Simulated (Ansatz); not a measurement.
A relaxation computed with Ansatz, from input to last step.

```yaml
crystal:
  lattice:
    - [7.3633606428, 0.0, 0.0]
    - [0.0, 3.7076945376, 0.0]
    - [0.0, 0.0, 3.7076945376]
  atoms:
    - { symbol: Cu, position: [-0.0063623873, 0.5, 0.5] }
    - { symbol: Cu, position: [0.5063623873, 0.5, 0.5] }
    - { symbol: Cu, position: [0.25, 0.0, 0.5] }
    - { symbol: Cu, position: [0.75, 0.0, 0.5] }
    - { symbol: Cu, position: [0.25, 0.5, 0.0] }
    - { symbol: Cu, position: [0.75, 0.5, 0.0] }
    - { symbol: Pd, position: [0.504086446, 0.0, 0.0] }
    - { symbol: Pd, position: [-0.004086446, 0.0, 0.0] }
    - { symbol: H, position: [0.25, 0.5, 0.5] }
basis:
  ecutwfc: 500
kpoints:
  mp_grid: { grid: [4, 8, 8] }
hamiltonian:
  xc: r2scan
scf:
  occupations: { method: gaussian, width: 0.1 }
output:
  forces: true
  stress: true
  eigenvalues: true
relax:
  adjacent_minimum: "off"
  f_tol: 0.025
  max_steps: 70
  cell: { stress_tol: 0.12 }
```

```bash
ansatz run input.yaml --threads 2 --pin off --max-ram 5120MiB --backend cpu --events-out ev --progress --plain --runs-dir out
```

Level of theory: Ansatz 0.2.0, DFT r2SCAN, scalar-relativistic, plane waves, PAW.

Of 4 frames 4 are shown, positions in Å and forces in eV/Å; the SCF threshold varies from step to step. Steps run on the plane waves of an earlier cell, with a Pulay correction in the pressure. The basis is chosen afresh for the last frame, the zero of the energies, and can be on the way; energy and pressure step there, also at an unchanged geometry.

```xyz
9
Lattice="7.3634 0.0000 0.0000 0.0000 3.7077 0.0000 0.0000 0.0000 3.7077" Properties=species:S:1:pos:R:3:forces:R:3 pbc="T T T" step=1 free_energy_over_end_meV_per_atom=0.03 pressure_GPa=0.04
Cu   -0.0468    1.8538    1.8538    0.0140    0.0000    0.0000
Cu    3.7285    1.8538    1.8538   -0.0140    0.0000    0.0000
Cu    1.8408    0.0000    1.8538    0.0000    0.0000    0.0000
Cu    5.5225    0.0000    1.8538    0.0000    0.0000    0.0000
Cu    1.8408    1.8538    0.0000    0.0000    0.0000    0.0000
Cu    5.5225    1.8538    0.0000    0.0000    0.0000    0.0000
Pd    3.7118    0.0000    0.0000    0.0160    0.0000    0.0000
Pd   -0.0301    0.0000    0.0000   -0.0160    0.0000    0.0000
H     1.8408    1.8538    1.8538    0.0000    0.0000    0.0000
9
Lattice="7.3685 0.0000 0.0000 0.0000 3.7068 0.0000 0.0000 0.0000 3.7068" Properties=species:S:1:pos:R:3:forces:R:3 pbc="T T T" step=2 free_energy_over_end_meV_per_atom=0.02 pressure_GPa=0.01
Cu   -0.0461    1.8534    1.8534    0.0110    0.0000    0.0000
Cu    3.7303    1.8534    1.8534   -0.0110    0.0000    0.0000
Cu    1.8421    0.0000    1.8534    0.0000    0.0000    0.0000
Cu    5.5264    0.0000    1.8534    0.0000    0.0000    0.0000
Cu    1.8421    1.8534    0.0000    0.0000    0.0000    0.0000
Cu    5.5264    1.8534    0.0000    0.0000    0.0000    0.0000
Pd    3.7153    0.0000    0.0000    0.0060    0.0000    0.0000
Pd   -0.0310    0.0000    0.0000   -0.0060    0.0000    0.0000
H     1.8421    1.8534    1.8534    0.0000    0.0000    0.0000
9
Lattice="7.3825 0.0000 0.0000 0.0000 3.7030 0.0000 0.0000 0.0000 3.7030" Properties=species:S:1:pos:R:3:forces:R:3 pbc="T T T" step=3 free_energy_over_end_meV_per_atom=0.00 pressure_GPa=0.05
Cu   -0.0431    1.8515    1.8515   -0.0050    0.0000    0.0000
Cu    3.7343    1.8515    1.8515    0.0050    0.0000    0.0000
Cu    1.8456    0.0000    1.8515    0.0000    0.0000    0.0000
Cu    5.5369    0.0000    1.8515    0.0000    0.0000    0.0000
Cu    1.8456    1.8515    0.0000    0.0000    0.0000    0.0000
Cu    5.5369    1.8515    0.0000    0.0000    0.0000    0.0000
Pd    3.7229    0.0000    0.0000   -0.0010    0.0000    0.0000
Pd   -0.0317    0.0000    0.0000    0.0010    0.0000    0.0000
H     1.8456    1.8515    1.8515    0.0000    0.0000    0.0000
9
Lattice="7.3825 0.0000 0.0000 0.0000 3.7030 0.0000 0.0000 0.0000 3.7030" Properties=species:S:1:pos:R:3:forces:R:3 pbc="T T T" step=4 free_energy_over_end_meV_per_atom=0.00 pressure_GPa=0.05
Cu   -0.0431    1.8515    1.8515   -0.0050    0.0000    0.0000
Cu    3.7343    1.8515    1.8515    0.0050    0.0000    0.0000
Cu    1.8456    0.0000    1.8515    0.0000    0.0000    0.0000
Cu    5.5369    0.0000    1.8515    0.0000    0.0000    0.0000
Cu    1.8456    1.8515    0.0000    0.0000    0.0000    0.0000
Cu    5.5369    1.8515    0.0000    0.0000    0.0000    0.0000
Pd    3.7229    0.0000    0.0000   -0.0010    0.0000    0.0000
Pd   -0.0317    0.0000    0.0000    0.0010    0.0000    0.0000
H     1.8456    1.8515    1.8515    0.0000    0.0000    0.0000
```

Time: 2.2 min on 2 threads of Arm Neoverse V2 (shared host), peak memory 0.84 GiB.